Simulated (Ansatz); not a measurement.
Rb2YAgF6:
```yaml
crystal:
  lattice:
    - [0.00000, 4.59736, 4.59736]
    - [4.59736, 0.00000, 4.59736]
    - [4.59736, 4.59736, 0.00000]
  atoms:
    - { symbol: Rb, position: [0.75000, 0.75000, 0.75000] }
    - { symbol: Rb, position: [0.25000, 0.25000, 0.25000] }
    - { symbol: Y, position: [0.50000, 0.50000, 0.50000] }
    - { symbol: Ag, position: [0.00000, 0.00000, 0.00000] }
    - { symbol: F, position: [0.73440, 0.26560, 0.26560] }
    - { symbol: F, position: [0.26560, 0.73440, 0.73440] }
    - { symbol: F, position: [0.26560, 0.73440, 0.26560] }
    - { symbol: F, position: [0.73440, 0.26560, 0.73440] }
    - { symbol: F, position: [0.26560, 0.26560, 0.73440] }
    - { symbol: F, position: [0.73440, 0.73440, 0.26560] }
```

Relaxed with HSE06.

Question: Give the Bader charges and basin volumes of the independent atoms, plane-wave PAW HSE06 (Ansatz code).

Answer: 

```tsv
atom	Bader charge (e)	Bader volume (Å³)
Rb1	+0.92	28.5
Y3	+2.38	11.9
Ag4	+0.81	19.5
F5	-0.84	17.6
```

Space group Fm-3m. The first step of the workflow began from a Materials Project structure, measured or hypothetical; the Crystallography Open Database copy checked does not list it. Whether it is the stable phase at ambient conditions was not checked. The cell was relaxed with HSE06 under the symmetry of its start; its stability against distortions is not shown here. No spin polarisation was allowed.

Potentials: the later of the program's two PAW sets.
